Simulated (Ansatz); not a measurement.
The start is a relaxed As cell, doubled along one cell vector, shaken by Gaussian noise of σ = 0.08 Å a coordinate. The structure is fully relaxed (lattice and positions, P = 0) with PBE (plane waves to 420 eV, PAW, scalar-relativistic; Ansatz, a quantum-chemistry and plane-wave program). First-step values are on the input's coarse k-mesh.

Ansatz input (later rounds restart from its end on a renewed k-mesh):
Ansatz 0.2 input:
```yaml
crystal:
  lattice:
    - [8.9701681217, -0.0000000001, 0]
    - [-2.2425420304, 3.8841967348, 0]
    - [0, 0, 5.469957668]
  atoms:
    - { symbol: As, position: [0.0087508946, 0.0210318171, 0.2476238567] }
    - { symbol: As, position: [0.5052729002, -0.0275318462, 0.2410472964] }
    - { symbol: As, position: [0.0073166127, 0.0304385197, 0.7674710407] }
    - { symbol: As, position: [0.4946835399, -0.0237098845, 0.764587047] }
    - { symbol: As, position: [0.1728440434, 0.6842516514, 0.2491412809] }
    - { symbol: As, position: [0.671905944, 0.665610704, 0.2667050407] }
    - { symbol: As, position: [0.3521258284, 0.3629480666, 0.7518936643] }
    - { symbol: As, position: [0.8312930969, 0.3433540867, 0.7756445974] }
basis: { ecutwfc: 420, ecutrho_ratio: 4, xc_grid: 2, fft_grid_basis: typed }
kpoints: { mp_grid: { grid: [3, 6, 4] } }
hamiltonian:
  xc: pbe
  dispersion: none
  pseudopotentials: { azcp: { folder: ./paw }, kind: paw }
scf: { occupations: { method: fermi_dirac, width: 0.05 } }
relax: { f_tol: 0.01, max_steps: 100, cell: { stress_tol: 0.02 } }
output: { forces: true, stress: true }
```

```json
{
 "largest_initial_force": "about 1.2 eV/Å, on As7 (atoms numbered as listed)",
 "energy_released": "0.44 to 0.45 eV/atom (the two k-meshes of the run give this range)",
 "volume_change": "-4.5 %, from 23.82 to 22.74 Å³/atom",
 "band_gap_at_the_end": "no gap (metallic)",
 "optimiser_moves": "42"
}
```

Final values are on a 15×15×13 k-mesh of the relaxed cell. No spin polarisation in the result.

Of the parent cell (P6₃/mmc (No. 194)): it is a generated cell of As: the first start was made by placing the elements on the sites of a structure type, and the end was not matched to a known phase here, so it may be hypothetical. Known forms of As include space group No. 166.
